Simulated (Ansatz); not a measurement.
Input and output for HfSi (zincblende type): DFT, LDA, all-electron LAPW, scalar-relativistic (Ansatz 0.2.0).

The cell comes from a relaxation on PAW files under the same functional, begun from a prototype that needn't be the stable phase.

Command: `ansatz run input.yaml --threads 1 --pin off --max-ram 2048MiB --backend cpu --events-out ev --progress --plain --runs-dir out` It took 50 s on 1 thread of Arm Neoverse V2, with other jobs on the host, peak memory 0.4 GiB.

```yaml
crystal:
  lattice:
    - [0.0, 2.964010568, 2.964010568]
    - [2.964010568, 0.0, 2.964010568]
    - [2.964010568, 2.964010568, 0.0]
  atoms:
    - { symbol: Hf, position: [0.0, 0.0, 0.0] }
    - { symbol: Si, position: [0.25, 0.25, 0.25] }
kpoints:
  mp_grid: { grid: [12, 12, 12] }
  band_path:
    path:
      - [0.0, 0.0, 0.0]
      - [-0.5, -0.5, 0.0]
      - [-0.375, -0.375, 0.25]
      - [-0.375, 0.0, 0.375]
      - [0.0, 0.0, 0.0]
      - [0.0, 0.0, 0.5]
      - [-0.5, -0.25, 0.25]
      - [-0.5, -0.5, 0.0]
    npoints: 14
scf:
  occupations: { method: fermi_dirac, width: 0.08 }
hamiltonian:
  xc: lda
  pseudopotentials: { kind: all_electron, lapw: { basis_error: 0.001 } }
output:
  forces: true
  stress: true
  eigenvalues: true
  populations: true
  dos: { projected: true, de: 0.2, e_range: [-14, 8] }
```

Output:

```
Hf: projections on atomic orbitals take those of the free atom 1s2 2s2 2p6 3s2 3p6 3d10 4s2 4p6 4d10 4f14 5s2 5p6 5d2 6s2, of charge +0.00 (hamiltonian.pseudopotentials.projection_atoms)
Si: projections on atomic orbitals take those of the free atom 1s2 2s2 2p6 3s2 3p2, of charge +0.00 (hamiltonian.pseudopotentials.projection_atoms)
LAPW: plane waves up to 8.239 Å⁻¹, error target 1.0e-3 eV per atom; small_component_spin mean_spin; Si in spheres of 1.115 Å, 12 of its electrons in bands, Dirac shells []; Hf in spheres of 1.452 Å, 42 of its electrons in bands, Dirac shells [] (how accurate: hamiltonian.pseudopotentials.lapw.basis_error, Limitations)
Engine: ansatz 0.2.0
Pseudopotentials: kind: all_electron
Pseudopotential: Hf, LAPW, valence charge 42, lapw/all_electron/scalar/gaussian/Hf, Koelling and Harmon's equation, gaussian nucleus
Pseudopotential: Si, LAPW, valence charge 12, lapw/all_electron/scalar/gaussian/Si, Koelling and Harmon's equation, gaussian nucleus
Functional definition: SPW92
  exchange = slater_x
  correlation = pw_c
Crystal: 2 atoms, lattice volume = 52.080 Å³
Basis set: ecut = 258.6041440857978 eV, 531 PW (Γ), exchange–correlation at level 2
Bands: 33, of which v1, the nominal top of the filled ones, is band 27 counted from 1 (26 counted from 0)
Symmetry: 24 space group operations
Space group: F-43m (ITA 216), of the structure as read, at distance tolerance 3.7e-5 Å
k-points: 72 of 1728 (time reversal used)
Non-local potential: Hf, projectors of the file, none
Non-local potential: Si, projectors of the file, none
Initial density: superposition of atomic densities (chi_scale 0.1, normalization cell, long waves kept (reshape's long-wave potential 0.00 eV rms))
Initial wavefunctions: plane waves of lowest kinetic energy (no species holds an atomic orbital)
Functional: x = slater, c = lda
iter 1 solved again at ethr=4.62e-3 eV; its pass at ethr=1.00e-1 eV (dr2=2.49e0 eV) is discarded
SCF iter   1: F=—  HF=-417870.683511 eV  |F-HF|=—  |Δ(HF+E_count)|=         —  Δρ=4.87e-2  dr2=2.50e0  ethr=4.62e-3  ⟨swp⟩=2.0  Hψ=14358  notcnv=0
preconditioner: auto → none  [insulator: Δε(μ)=0.683 eV  Ē_g=11.998 eV  σ=0.080 eV  W_gap=0.97  n_scr=14 (ndim 8)  ℏωp=24.1 eV  f_vac=0.085  D(μ)=0.03/eV (n_scr^D=0)  ε∞_Penn≈5.0]
SCF iter   2: F=—  HF=-417870.033225 eV  |F-HF|=—  |Δ(HF+E_count)|=   6.50e-1  Δρ=1.81e-2  dr2=2.73e-1  ethr=4.62e-3  ⟨swp⟩=3.0  Hψ=7361  notcnv=0
preconditioner: auto → LDOS  [metal: Δε(μ)=0.032 eV  Ē_g=13.071 eV  σ=0.080 eV  W_gap=0.10  n_scr=14 (ndim 8)  ℏωp=24.1 eV  f_vac=0.145  D(μ)=1.37/eV (n_scr^D=14)  β→1.0]
iter 3 solved again at ethr=4.63e-5 eV; its pass at ethr=5.06e-4 eV (dr2=2.50e-2 eV) is discarded
SCF iter   3: F=—  HF=-417869.891250 eV  |F-HF|=—  |Δ(HF+E_count)|=   1.42e-1  Δρ=5.88e-3  dr2=2.51e-2  ethr=4.63e-5  ⟨swp⟩=2.0  Hψ=12130  notcnv=0
SCF iter   4: F=—  HF=-417869.874964 eV  |F-HF|=—  |Δ(HF+E_count)|=         —  Δρ=2.16e-3  dr2=2.88e-3  ethr=4.63e-5  ⟨swp⟩=2.0  Hψ=6869  notcnv=0
the basis was enlarged: its passes take 313.7 KiB over the memory plan, 1 of 1 planned eigensolver slots
SCF iter   5: F=—  HF=-417869.869151 eV  |F-HF|=—  |Δ(HF+E_count)|=   5.81e-3  Δρ=7.24e-4  dr2=2.47e-4  ethr=5.34e-6  ⟨swp⟩=2.0  Hψ=6872  notcnv=0
SCF iter   6: F=—  HF=-417869.868804 eV  |F-HF|=—  |Δ(HF+E_count)|=   3.47e-4  Δρ=1.77e-4  dr2=2.16e-5  ethr=4.58e-7  ⟨swp⟩=2.0  Hψ=6870  notcnv=0
SCF iter   7: F=—  HF=-417869.868798 eV  |F-HF|=—  |Δ(HF+E_count)|=   5.80e-6  Δρ=2.71e-5  dr2=8.14e-7  ethr=4.00e-8  ⟨swp⟩=2.0  Hψ=6870  notcnv=0
SCF iter   8: F=-417869.868798 eV  HF=-417869.868798 eV  |F-HF|=3.04e-8  |Δ(HF+E_count)|=   1.01e-7  Δρ=3.94e-6  dr2=1.46e-8  ethr=1.51e-9  ⟨swp⟩=2.5  Hψ=6932  notcnv=0
SCF 1 converged in 8 iterations: F = -417869.868798 eV  dr2 = 1.46e-8
NSCF: frozen V_eff on 99 k-points
SCF converged after 8 iterations
Free energy (F): -417869.868798 eV
Harris-Foulkes:  -417869.868798 eV  (|F-HF|=3.04e-8)
Internal energy: -417869.848877 eV  (E = F + TS)
E sigma→0 (E₀):  -417869.858838 eV
Entropy (-TS):   -0.019921 eV (-9.960 meV/atom)
Fermi energy:    10.062738 eV
--- Per-component energies (eV) ---
  E_band       = -4996.940184
  E_kinetic    = 463965.783328
  E_xc         = -8707.343189
  E_electrostatic = -873128.289016  (all electrons and nuclei)
  E_smearing   = -0.019921  (= −TS)
  E_closure    = 0.000000  (closes the sum)
  E_atoms      = -417857.006356  (free atoms, spherical and without spin; not in F)
  Σ components = -417869.868798   (vs F -417869.868798, Δ=0.00e0)
  Basis errors (estimates in eV, not in F): energy 4.3e-4 per atom: plane waves 3.9e-4 (2.3e-4 summed), levels above the bands 1.8e-42, relativity 7.1e-9, radial functions 4.0e-5, core shells 1.7e-8; eigenvalues (radial functions only) 1.3e-6; not estimated: angular momenta, meshes, grids; target (lapw.basis_error) 1.0e-3; muffin-tin radii Si 1.115 Å, Hf 1.452 Å
--- Forces (eV/Å), atoms counted from 1 ---
  atom   1  Hf     0.00000000    -0.00000000     0.00000000
  atom   2  Si    -0.00000000     0.00000000    -0.00000000
  max |Σ_I F_I| component: 1.30e-16 eV/Å
--- Stress (GPa, compression-positive) ---
       -0.044489       0.000000       0.000000
        0.000000      -0.044489      -0.000000
        0.000000      -0.000000      -0.044489
  P = ⅓ Tr σ = -0.0445 GPa (-0.445 kbar)
--- Band table (eV; the first three rows and the last of 72) ---
  k-point 0: bands = ["-362.7400", "-362.7400", "-362.7400", "-191.1332", "-191.1332", "-191.1135", "-191.1135", "-191.1135", "-121.2212", "-78.0472", "-78.0472", "-78.0472", "-52.0059", "-20.6478", "-20.6478", "-20.6478", "-2.0382", "-2.0382", "-2.0382", "-2.0362", "-2.0188", "-2.0188", "-2.0188", "1.6987", "8.6981", "8.6981", "8.6981", "11.6896", "11.6896", "14.3228", "17.0886", "17.0886", "17.0886"]
  k-point 1: bands = ["-362.7400", "-362.7400", "-362.7400", "-191.1332", "-191.1332", "-191.1135", "-191.1135", "-191.1135", "-121.2211", "-78.0472", "-78.0472", "-78.0472", "-52.0059", "-20.6510", "-20.6483", "-20.6483", "-2.0390", "-2.0380", "-2.0380", "-2.0346", "-2.0193", "-2.0193", "-2.0188", "1.7809", "8.5643", "8.7367", "8.7367", "11.6491", "11.6491", "14.5711", "16.6357", "17.1753", "17.1753"]
  k-point 2: bands = ["-362.7400", "-362.7400", "-362.7400", "-191.1332", "-191.1332", "-191.1135", "-191.1135", "-191.1135", "-121.2211", "-78.0472", "-78.0472", "-78.0472", "-52.0057", "-20.6597", "-20.6496", "-20.6496", "-2.0398", "-2.0373", "-2.0373", "-2.0314", "-2.0206", "-2.0206", "-2.0187", "2.0167", "8.2393", "8.8352", "8.8352", "11.5801", "11.5801", "15.0650", "15.6793", "17.1562", "17.1562"]
  k-point 71: bands = ["-362.7400", "-362.7400", "-362.7400", "-191.1332", "-191.1332", "-191.1135", "-191.1135", "-191.1135", "-121.2211", "-78.0472", "-78.0472", "-78.0472", "-52.0046", "-20.6840", "-20.6759", "-20.6657", "-2.0383", "-2.0347", "-2.0345", "-2.0258", "-2.0252", "-2.0251", "-2.0168", "3.8819", "7.8911", "7.9299", "9.7978", "10.2658", "11.8599", "12.4728", "13.5394", "14.9620", "19.0369"]
--- Löwdin populations: 2 sites ---
  site symbol       q [e]
     0     Hf     71.3484
     1     Si     14.5953
  spilling = 0.000655 (of n_electrons = 86.000000)
```

populations.tsv:

```
# site	symbol	l	j	q
# orbitals = lowdin
# n_electrons = 86.000000
# spilling = 0.000655
# projection_atom_Hf: 1s2 2s2 2p6 3s2 3p6 3d10 4s2 4p6 4d10 4f14 5s2 5p6 5d2 6s2
# projection_atom_Si: 1s2 2s2 2p6 3s2 3p2
0	Hf	0_1S	-	1.999999
0	Hf	0_2S	-	1.999979
0	Hf	0_3S	-	1.999747
0	Hf	0_4S	-	1.997333
0	Hf	0_5S	-	1.955521
0	Hf	0_6S	-	0.644465
0	Hf	1_2P	-	6.000000
0	Hf	1_3P	-	5.999993
0	Hf	1_4P	-	5.999822
0	Hf	1_5P	-	5.972386
0	Hf	2_3D	-	9.999997
0	Hf	2_4D	-	9.999954
0	Hf	2_5D	-	2.781172
0	Hf	3_4F	-	13.997995
1	Si	0_1S	-	1.999788
1	Si	0_2S	-	1.985704
1	Si	0_3S	-	1.357723
1	Si	1_2P	-	5.997451
1	Si	1_3P	-	3.254675
```

Next run (volume at 0.95 of the series' base cell), as changes to the input before:

```diff
   lattice:
-    - [0.0, 2.964010568, 2.964010568]
-    - [2.964010568, 0.0, 2.964010568]
-    - [2.964010568, 2.964010568, 0.0]
+    - [0.0, 2.9137633937, 2.9137633937]
+    - [2.9137633937, 0.0, 2.9137633937]
+    - [2.9137633937, 2.9137633937, 0.0]
   atoms:
   mp_grid: { grid: [12, 12, 12] }
-  band_path:
-    path:
-      - [0.0, 0.0, 0.0]
-      - [-0.5, -0.5, 0.0]
-      - [-0.375, -0.375, 0.25]
-      - [-0.375, 0.0, 0.375]
-      - [0.0, 0.0, 0.0]
-      - [0.0, 0.0, 0.5]
-      - [-0.5, -0.25, 0.25]
-      - [-0.5, -0.5, 0.0]
-    npoints: 14
 scf:
   populations: true
-  dos: { projected: true, de: 0.2, e_range: [-14, 8] }
```

Results part of the output:

```
SCF 1 converged in 8 iterations: F = -417869.838847 eV  dr2 = 8.09e-9
SCF converged after 8 iterations
Free energy (F): -417869.838847 eV
Harris-Foulkes:  -417869.838847 eV  (|F-HF|=1.15e-8)
Internal energy: -417869.817728 eV  (E = F + TS)
E sigma→0 (E₀):  -417869.828287 eV
Entropy (-TS):   -0.021119 eV (-10.560 meV/atom)
Fermi energy:    10.759840 eV
--- Per-component energies (eV) ---
  E_band       = -4953.551868
  E_kinetic    = 463969.370268
  E_xc         = -8708.299169
  E_electrostatic = -873130.888827  (all electrons and nuclei)
  E_smearing   = -0.021119  (= −TS)
  E_closure    = 0.000000  (closes the sum)
  E_atoms      = -417857.006356  (free atoms, spherical and without spin; not in F)
  Σ components = -417869.838847   (vs F -417869.838847, Δ=0.00e0)
  Basis errors (estimates in eV, not in F): energy 4.2e-4 per atom: plane waves 3.8e-4 (2.2e-4 summed), levels above the bands 8.3e-44, relativity 7.3e-9, radial functions 3.8e-5, core shells 3.1e-8; eigenvalues (radial functions only) 1.3e-6; not estimated: angular momenta, meshes, grids; target (lapw.basis_error) 1.0e-3; muffin-tin radii Si 1.097 Å, Hf 1.426 Å
--- Forces (eV/Å), atoms counted from 1 ---
  atom   1  Hf     0.00000000    -0.00000000     0.00000000
  atom   2  Si    -0.00000000     0.00000000     0.00000000
  max |Σ_I F_I| component: 2.22e-16 eV/Å
--- Stress (GPa, compression-positive) ---
        3.877468      -0.000000       0.000000
       -0.000000       3.877468      -0.000000
        0.000000      -0.000000       3.877468
  P = ⅓ Tr σ = 3.8775 GPa (38.775 kbar)
--- Band table (eV; the first three rows and the last of 72) ---
  k-point 0: bands = ["-361.8808", "-361.8808", "-361.8808", "-190.2725", "-190.2725", "-190.2533", "-190.2533", "-190.2533", "-120.4890", "-77.3122", "-77.3122", "-77.3122", "-51.1510", "-19.8151", "-19.8151", "-19.8151", "-1.1859", "-1.1804", "-1.1804", "-1.1804", "-1.1597", "-1.1597", "-1.1597", "2.2091", "9.3182", "9.3182", "9.3182", "12.4293", "12.4293", "15.3000", "17.9661", "17.9661", "17.9661"]
  k-point 1: bands = ["-361.8808", "-361.8808", "-361.8808", "-190.2725", "-190.2725", "-190.2533", "-190.2533", "-190.2533", "-120.4890", "-77.3122", "-77.3122", "-77.3122", "-51.1509", "-19.8191", "-19.8157", "-19.8157", "-1.1853", "-1.1801", "-1.1801", "-1.1798", "-1.1603", "-1.1603", "-1.1597", "2.2965", "9.1840", "9.3596", "9.3596", "12.3846", "12.3846", "15.5537", "17.5443", "18.0810", "18.0810"]
  k-point 2: bands = ["-361.8808", "-361.8808", "-361.8808", "-190.2725", "-190.2725", "-190.2533", "-190.2533", "-190.2533", "-120.4890", "-77.3122", "-77.3122", "-77.3122", "-51.1506", "-19.8302", "-19.8174", "-19.8174", "-1.1845", "-1.1793", "-1.1793", "-1.1774", "-1.1619", "-1.1619", "-1.1596", "2.5473", "8.8578", "9.4649", "9.4649", "12.3087", "12.3087", "16.0038", "16.6959", "18.1545", "18.1545"]
  k-point 71: bands = ["-361.8808", "-361.8808", "-361.8808", "-190.2725", "-190.2725", "-190.2533", "-190.2533", "-190.2533", "-120.4890", "-77.3122", "-77.3122", "-77.3122", "-51.1492", "-19.8610", "-19.8505", "-19.8376", "-1.1805", "-1.1760", "-1.1758", "-1.1683", "-1.1681", "-1.1675", "-1.1605", "4.5365", "8.4984", "8.5845", "10.4611", "10.9853", "12.6429", "13.3044", "14.4073", "15.9591", "20.0256"]
--- Löwdin populations: 2 sites ---
  site symbol       q [e]
     0     Hf     71.4094
     1     Si     14.5361
  spilling = 0.000634 (of n_electrons = 86.000000)
```

Next run (volume at 0.85 of the series' base cell), as changes to the input before:

```diff
   lattice:
-    - [0.0, 2.9137633937, 2.9137633937]
-    - [2.9137633937, 0.0, 2.9137633937]
-    - [2.9137633937, 2.9137633937, 0.0]
+    - [0.0, 2.8077130658, 2.8077130658]
+    - [2.8077130658, 0.0, 2.8077130658]
+    - [2.8077130658, 2.8077130658, 0.0]
   atoms:
```

Results part of the output:

```
SCF 1 converged in 10 iterations: F = -417869.547528 eV  dr2 = 3.22e-8
SCF converged after 10 iterations
Free energy (F): -417869.547528 eV
Harris-Foulkes:  -417869.547528 eV  (|F-HF|=2.83e-8)
Internal energy: -417869.526529 eV  (E = F + TS)
E sigma→0 (E₀):  -417869.537028 eV
Entropy (-TS):   -0.020999 eV (-10.500 meV/atom)
Fermi energy:    12.413351 eV
--- Per-component energies (eV) ---
  E_band       = -4853.851622
  E_kinetic    = 463977.746657
  E_xc         = -8710.503907
  E_electrostatic = -873136.769279  (all electrons and nuclei)
  E_smearing   = -0.020999  (= −TS)
  E_closure    = 0.000000  (closes the sum)
  E_atoms      = -417857.006356  (free atoms, spherical and without spin; not in F)
  Σ components = -417869.547528   (vs F -417869.547528, Δ=0.00e0)
  Basis errors (estimates in eV, not in F): energy 4.3e-4 per atom: plane waves 3.9e-4 (2.3e-4 summed), levels above the bands 2.8e-47, relativity 9.3e-9, radial functions 3.8e-5, core shells 1.1e-7; eigenvalues (radial functions only) 1.0e-6; not estimated: angular momenta, meshes, grids; target (lapw.basis_error) 1.0e-3; muffin-tin radii Si 1.059 Å, Hf 1.372 Å
--- Forces (eV/Å), atoms counted from 1 ---
  atom   1  Hf     0.00000000    -0.00000000     0.00000000
  atom   2  Si    -0.00000000     0.00000000     0.00000000
  max |Σ_I F_I| component: 1.30e-16 eV/Å
--- Stress (GPa, compression-positive) ---
       14.877550       0.000000       0.000000
        0.000000      14.877550      -0.000000
        0.000000      -0.000000      14.877550
  P = ⅓ Tr σ = 14.8775 GPa (148.775 kbar)
--- Band table (eV; the first three rows and the last of 72) ---
  k-point 0: bands = ["-359.9065", "-359.9065", "-359.9065", "-188.2945", "-188.2945", "-188.2762", "-188.2762", "-188.2762", "-118.8344", "-75.6516", "-75.6516", "-75.6516", "-49.1865", "-17.9036", "-17.9036", "-17.9036", "0.7613", "0.7905", "0.7905", "0.7905", "0.8150", "0.8150", "0.8150", "3.4288", "10.7690", "10.7690", "10.7690", "14.1349", "14.1349", "17.5537", "19.9863", "19.9863", "19.9863"]
  k-point 1: bands = ["-359.9065", "-359.9065", "-359.9065", "-188.2945", "-188.2945", "-188.2762", "-188.2762", "-188.2762", "-118.8344", "-75.6516", "-75.6516", "-75.6516", "-49.1863", "-17.9103", "-17.9046", "-17.9046", "0.7636", "0.7905", "0.7909", "0.7909", "0.8141", "0.8141", "0.8150", "3.5284", "10.6343", "10.8172", "10.8172", "14.0802", "14.0802", "17.8169", "19.6121", "20.1546", "20.1546"]
  k-point 2: bands = ["-359.9065", "-359.9065", "-359.9065", "-188.2945", "-188.2945", "-188.2762", "-188.2762", "-188.2762", "-118.8344", "-75.6516", "-75.6516", "-75.6516", "-49.1858", "-17.9285", "-17.9072", "-17.9072", "0.7693", "0.7911", "0.7921", "0.7921", "0.8116", "0.8116", "0.8151", "3.8139", "10.3062", "10.9389", "10.9389", "13.9880", "13.9880", "18.1428", "19.0336", "20.4172", "20.4172"]
  k-point 71: bands = ["-359.9065", "-359.9065", "-359.9065", "-188.2945", "-188.2945", "-188.2762", "-188.2762", "-188.2762", "-118.8344", "-75.6516", "-75.6516", "-75.6516", "-49.1829", "-17.9789", "-17.9614", "-17.9402", "0.7901", "0.7971", "0.7976", "0.7995", "0.8018", "0.8030", "0.8082", "6.0921", "9.8279", "10.2173", "11.9803", "12.7212", "14.4686", "15.2426", "16.4161", "18.2936", "22.2978"]
--- Löwdin populations: 2 sites ---
  site symbol       q [e]
     0     Hf     71.5645
     1     Si     14.3834
  spilling = 0.000607 (of n_electrons = 86.000000)
```

Next run (volume at 0.75 of the series' base cell), as changes to the input before:

```diff
   lattice:
-    - [0.0, 2.8077130658, 2.8077130658]
-    - [2.8077130658, 0.0, 2.8077130658]
-    - [2.8077130658, 2.8077130658, 0.0]
+    - [0.0, 2.6929823203, 2.6929823203]
+    - [2.6929823203, 0.0, 2.6929823203]
+    - [2.6929823203, 2.6929823203, 0.0]
   atoms:
```

Command: `ansatz run input.yaml --threads 1 --pin off --max-ram 2048MiB --backend cpu --events-out ev --progress --plain --runs-dir out` It took 45 s on 1 thread of Arm Neoverse V2, with other jobs on the host, peak memory 0.41 GiB.

Results part of the output:

```
SCF 1 converged in 10 iterations: F = -417868.802201 eV  dr2 = 6.73e-9
SCF converged after 10 iterations
Free energy (F): -417868.802201 eV
Harris-Foulkes:  -417868.802201 eV  (|F-HF|=1.51e-9)
Internal energy: -417868.783048 eV  (E = F + TS)
E sigma→0 (E₀):  -417868.792625 eV
Entropy (-TS):   -0.019153 eV (-9.577 meV/atom)
Fermi energy:    14.526034 eV
--- Per-component energies (eV) ---
  E_band       = -4732.034854
  E_kinetic    = 463988.314139
  E_xc         = -8713.227495
  E_electrostatic = -873143.869693  (all electrons and nuclei)
  E_smearing   = -0.019153  (= −TS)
  E_closure    = 0.000000  (closes the sum)
  E_atoms      = -417857.006356  (free atoms, spherical and without spin; not in F)
  Σ components = -417868.802201   (vs F -417868.802201, Δ=0.00e0)
  Basis errors (estimates in eV, not in F): energy 4.3e-4 per atom: plane waves 3.9e-4 (2.3e-4 summed), levels above the bands 1.6e-51, relativity 1.3e-8, radial functions 3.9e-5, core shells 3.9e-7; eigenvalues (radial functions only) 1.1e-6; not estimated: angular momenta, meshes, grids; target (lapw.basis_error) 1.0e-3; muffin-tin radii Si 1.018 Å, Hf 1.314 Å
--- Forces (eV/Å), atoms counted from 1 ---
  atom   1  Hf     0.00000000    -0.00000000     0.00000000
  atom   2  Si    -0.00000000     0.00000000    -0.00000000
  max |Σ_I F_I| component: 2.22e-16 eV/Å
--- Stress (GPa, compression-positive) ---
       32.366091      -0.000000       0.000000
       -0.000000      32.366091      -0.000000
        0.000000      -0.000000      32.366091
  P = ⅓ Tr σ = 32.3661 GPa (323.661 kbar)
--- Band table (eV; the first three rows and the last of 72) ---
  k-point 0: bands = ["-357.5025", "-357.5025", "-357.5025", "-185.8850", "-185.8850", "-185.8682", "-185.8682", "-185.8682", "-116.8349", "-73.6454", "-73.6454", "-73.6454", "-46.7945", "-15.5770", "-15.5770", "-15.5770", "3.1126", "3.1898", "3.1898", "3.1898", "3.2210", "3.2210", "3.2210", "5.0262", "12.5968", "12.5968", "12.5968", "16.2328", "16.2328", "20.3394", "22.4761", "22.4761", "22.4761"]
  k-point 1: bands = ["-357.5025", "-357.5025", "-357.5025", "-185.8850", "-185.8850", "-185.8682", "-185.8682", "-185.8682", "-116.8349", "-73.6454", "-73.6454", "-73.6454", "-46.7941", "-15.5885", "-15.5787", "-15.5787", "3.1187", "3.1898", "3.1905", "3.1905", "3.2195", "3.2195", "3.2210", "5.1400", "12.4618", "12.6540", "12.6540", "16.1653", "16.1653", "20.6103", "22.1293", "22.6988", "22.6988"]
  k-point 2: bands = ["-357.5025", "-357.5025", "-357.5025", "-185.8850", "-185.8850", "-185.8682", "-185.8682", "-185.8682", "-116.8349", "-73.6455", "-73.6454", "-73.6454", "-46.7931", "-15.6196", "-15.5831", "-15.5831", "3.1330", "3.1899", "3.1924", "3.1924", "3.2157", "3.2157", "3.2212", "5.4675", "12.1337", "12.7967", "12.7967", "16.0529", "16.0529", "20.7557", "21.8644", "23.1503", "23.1503"]
  k-point 71: bands = ["-357.5025", "-357.5025", "-357.5025", "-185.8850", "-185.8850", "-185.8682", "-185.8682", "-185.8682", "-116.8349", "-73.6455", "-73.6455", "-73.6455", "-46.7871", "-15.7045", "-15.6743", "-15.6385", "3.1893", "3.1918", "3.1981", "3.2015", "3.2019", "3.2027", "3.2070", "8.1072", "11.4991", "12.2916", "13.8404", "14.9935", "16.7552", "17.6676", "18.9011", "21.2282", "25.0853"]
--- Löwdin populations: 2 sites ---
  site symbol       q [e]
     0     Hf     71.7676
     1     Si     14.1800
  spilling = 0.000608 (of n_electrons = 86.000000)
```

Spin–orbit coupling is left out, which matters for the heavy atoms. The structure type is held throughout; the real material can change phase at far lower pressure.
